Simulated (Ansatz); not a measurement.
YbSi2Os2, a database entry at a rescaled volume

```
CELL_PARAMETERS angstrom
0.00000 4.16781 0.00000
4.16781 0.00000 0.00000
2.08391 2.08391 -4.86940
ATOMIC_POSITIONS crystal
Yb 0.00000 0.00000 0.00000
Os 0.75000 0.25000 0.50000
Os 0.25000 0.75000 0.50000
Si 0.37500 0.37500 0.25000
Si 0.62500 0.62500 0.75000
```

Single point in Ansatz 0.2.0 with r2SCAN, no spin polarisation. Cutoff 500 eV, PAW datasets, 6×6×6 Γ-centred k mesh, gaussian filling (width 0.0213 eV).

(1) What does the stress say?

(2) Which atom feels the largest force, and which way?

(3) Is there a gap?

(4) Is it stable against the elements?

Origin: a database entry at a rescaled volume. Caveats: no spin polarisation, so a magnetic state may lie lower; f levels without a U or exact exchange are poorly placed.

## Answers

(1) The pressure is -4.6 GPa (compression positive), so with the atoms held at these fractions the cell would first shrink; the forces are large, so a full relaxation may end otherwise. The principal stresses -5.2, -5.2, -3.5 GPa differ, so its shape would change too.

(2) The largest is on Si5 (and as large on other atoms): 0.93 eV/Å, components (0.00, 0.00, 0.93). It makes 60° with the line to a nearest neighbour, Os2 at 2.41 Å.

(3) It is a metal, with about 12 states/eV a cell as the mean within 0.25 eV of the Fermi level, mostly Yb f (75 %) and Os d (17 %).

(4) -0.67 eV an atom against the elements' usual phases (free molecules for gases, crystals otherwise, with no correction for O₂ or N₂), so it is bound against them; other compounds may still compete. Relaxing would lower it.
